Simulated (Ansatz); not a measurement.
Si$_{3}$Ge:
```xyz
4
Lattice="3.8859 0.0000 0.0000 0.0000 3.8859 0.0000 0.0000 0.0000 5.4883" Properties=species:S:1:pos:R:3 pbc="T T T"
Si     1.9429     0.0000     4.1428
Si     0.0000     0.0000     0.0000
Si     0.0000     1.9429     1.3454
Ge     1.9429     1.9429     2.7441
```

This is the r²SCAN-relaxed structure. x, y and z are the axes in which the lattice vectors are written.

### Question
All from r²SCAN in the plane-wave PAW code Ansatz, unless another level is named. Predict the Debye temperature from the elastic constants.

### Answer
550 K.

### Question
What about the elastic constants (relaxed ions, GPa)?

### Answer
C11 = 188, C12 = 28.4, C13 = 57.1, C33 = 158, C44 = 79.0, C66 = 50.8.

Space group P-4m2. The start of the workflow was typed in or built on a structure type; neither database checked (COD, Materials Project) lists it. Its standing as an ambient phase is unchecked. Symmetry was held in the r²SCAN relaxation; its stability against distortions is not shown here.

Potentials: the earlier of the program's two PAW sets.
